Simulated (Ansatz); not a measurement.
# Stability checks on a candidate for Fe2Co3

The structure comes from a generated guess, relaxed at this level; another structure or a mixture of phases may lie lower.

Computed with DFT PBE, scalar-relativistic, plane waves, PAW in Ansatz. The final run on the 5-atom cell used 420 eV, a Γ-centred 12×12×12 mesh, 0.10 eV smearing and collinear spin.

```
Fe Co
1.0
     2.00669    1.15856    4.07546
    -2.00669    1.15856    4.07546
     0.00000   -2.31713    4.07546
Fe Co
2 3
Direct
  0.79961 0.79961 0.79961
  0.20039 0.20039 0.20039
  0.60102 0.60102 0.60102
  0.00000 0.00000 0.00000
  0.39898 0.39898 0.39898
```

Energies over the elements count from the elements' standard structures at the same level, with no fitted energy shifts.

Problem. These tests were run: energy against the elements; random kick, then relaxation without symmetry; phonons at Γ; elastic tensor. What do they show?

Solution.

```tsv
test	result
energy against the elements	+0.01 eV/atom
random kick, then relaxation without symmetry	returns
phonons at Γ	lowest optical mode 176 cm⁻¹
elastic tensor	least eigenvalue 43 GPa
```

It fails none of these tests outright. Whether a mixture of other phases lies lower isn't tested here. Phonons away from Γ weren't computed. Undecided within the accuracy: energy against the elements.

For metals, differences of a few meV/atom aren't resolved. The magnetic state reached may not be the lowest. The kick test ran on a coarse mesh. The run for the phonons used a 12×12×12 k mesh and Gaussian smearing of 0.20 eV. The run for the elastic tensor used a 12×12×12 k mesh and Gaussian smearing of 0.20 eV. The cell carries site moments Fe 2.6 (×2); Co 1.8 (×2), 1.9 μB.
